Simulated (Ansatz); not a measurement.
**Al: zone-centre modes under pressure**

Al, P6_3/mmc, a = 2.817 Å, c = 4.644 Å. This isn't the element's structure at ambient conditions. Ansatz: LDA, PAW, 420 eV, Γ-centred 18×18×10 mesh on 2 atoms, Fermi-Dirac smearing 0.15 eV; no spin polarisation. Cell and atoms are relaxed at each pressure with the symmetry kept; optical modes at Γ by linear response, in cm⁻¹, matched by rank (the highest 2 distinct ones).

| P (GPa) | V (Å³/atom) | ω1 | ω2 |
| --- | --- | --- | --- |
| 0 | 15.955 | 144.5 | 311.5 |
| 7 | 14.814 | 168.2 | 361.1 |
| 18 | 13.614 | 195.8 | 421.0 |
| 35 | 12.396 | ? | ? |

Problem. Get each mode's Grüneisen parameter γ = −d ln ω/d ln V from the other rows and predict the missing frequencies.

Solution. ln(V/V0) = 0.0000, -0.0742, -0.1587, -0.2524; a line through ln(ω/ω0) of the 3 known rows gives ω1: γ = 1.912 (intercept 0.0035), predicted 234.9, computed 227.0; ω2: γ = 1.896 (intercept 0.0025), predicted 503.9, computed 492.0. The worst miss is 3.5 %: γ isn't constant over this range, and modes matched by rank may have crossed. In a metal these frequencies hang on the mesh and smearing.

Cost: 4 runs of about 0.73 core-minutes in all, on Intel Xeon 6975P-C (Granite Rapids) (shared hosts).